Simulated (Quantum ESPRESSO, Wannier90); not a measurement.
# SrGa2 (P6/mmm): Wannier90 run

```
begin unit_cell_cart
ang
    4.3078599152    0.0000000000    0.0000000000
   -2.1539299576    3.7307161225    0.0000000000
    0.0000000000    0.0000000000    4.8005400000
end unit_cell_cart
begin atoms_frac
Sr   0.0000000000  0.0000000000  0.0000000000
Ga   0.3333333333 -0.3333333333  0.5000000000
Ga  -0.3333333333  0.3333333333  0.5000000000
end atoms_frac
```

Cell from Materials Project (mp-182), symmetrised, no further relaxation. Not found in the COD (Crystallography Open Database) copy used; not checked further. Method: LDA plane waves in Quantum ESPRESSO 7.5 (PseudoDojo norm-conserving files, 64 Ry, no spin polarisation, no spin-orbit coupling), Bloch states on a 6×6×6 mesh through Γ, Wannier90 4.0.1. Density: 12×12×10 mesh, cold smearing 0.01 Ry.

A tight-binding model is made by disentanglement and projection with no localisation steps (num_iter = 0), so the 17 orbitals stay atom-like: hydrogen-like Sr: s;p;d; Ga: s;p, axes along x, y, z; frozen window up to 1.50 eV relative to the Fermi level. It follows pw.x to 12 meV rms for states up to 1.0 eV relative to the Fermi level. Matrix elements depend on this choice of orbitals and windows.

The 20 largest hoppings ⟨m,0|H|n,R⟩ between different sites (one of each Hermitian pair; signs follow the real orbitals' lobes; the list may end inside a set of equal values):

```tsv
m	n	R	distance of the centres (Å)	t (eV)
Ga2 py	Ga3 py	1 0 0	2.75	2.985
Ga2 py	Ga3 s	1 0 0	2.62	-2.452
Ga2 s	Ga3 py	1 0 0	2.62	2.452
Ga3 s	Ga2 px	0 1 0	2.55	2.123
Ga3 px	Ga2 s	0 1 0	2.55	-2.123
Ga2 px	Ga3 s	1 -1 0	2.55	-2.123
Ga2 s	Ga3 px	1 -1 0	2.55	2.123
Ga3 px	Ga2 px	0 1 0	2.63	1.929
Ga2 px	Ga3 px	1 -1 0	2.63	1.928
Ga3 px	Ga2 py	0 1 0	2.49	1.829
Ga3 py	Ga2 px	0 1 0	2.49	1.829
Ga2 px	Ga3 py	1 -1 0	2.49	-1.829
Ga2 py	Ga3 px	1 -1 0	2.49	-1.829
Ga2 s	Ga3 s	1 -1 0	2.49	-1.493
Ga3 s	Ga2 s	0 1 0	2.49	-1.493
Ga2 s	Ga3 s	1 0 0	2.49	-1.493
Ga2 px	Ga3 px	1 0 0	2.23	-1.240
Ga3 s	Ga2 py	0 1 0	2.42	1.226
Ga3 py	Ga2 s	0 1 0	2.42	-1.226
Ga2 py	Ga3 s	1 -1 0	2.42	1.226
```
